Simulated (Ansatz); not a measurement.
The start is a generated cell, TiC built in the NbAs structure type. The structure is fully relaxed (lattice and positions, P = 0) with r2SCAN (plane waves to 500 eV, PAW, scalar-relativistic; Ansatz, a first-principles code). First-step values are on the input's coarse k-mesh.

Ansatz input (later rounds restart from its end on a renewed k-mesh):
Ansatz 0.2 input:
```yaml
crystal:
  lattice:
    - [-1.357907, 1.357907, 4.597202]
    - [1.357907, -1.357907, 4.597202]
    - [1.357907, 1.357907, -4.597202]
  atoms:
    - { symbol: Ti, position: [0.5, 0.5, 0] }
    - { symbol: Ti, position: [0.25, 0.75, 0.5] }
    - { symbol: C, position: [0.916, 0.916, 0] }
    - { symbol: C, position: [0.666, 0.166, 0.5] }
basis: { ecutwfc: 500, ecutrho_ratio: 4, xc_grid: 4, fft_grid_basis: typed }
kpoints: { mp_grid: { grid: [12, 12, 12] } }
hamiltonian:
  xc: r2scan
  dispersion: none
  pseudopotentials: { azcp: { folder: ./paw }, kind: paw }
scf: { occupations: { method: fermi_dirac, width: 0.05 } }
relax: { f_tol: 0.01, max_steps: 100, cell: { stress_tol: 0.02 } }
output: { forces: true, stress: true }
```

* **Energy released**: 0.51 eV/atom
* **Volume change**: +25.2 %, from 8.48 to 10.61 Å³/atom
* **Optimiser moves**: 13

Final values are on a 23×23×23 k-mesh of the relaxed cell. No spin polarisation in the result.

The run could not lower the symmetry of its start; a shaken copy of this end point relaxes with r2SCAN to Fm-3m (No. 225), 0.77 eV/atom lower.

The relaxed structure here is a generated cell of TiC: the first start was made by placing the elements on the sites of a structure type, and the end was not matched to a known phase here, so it may be hypothetical. Known forms of TiC include space group No. 225.
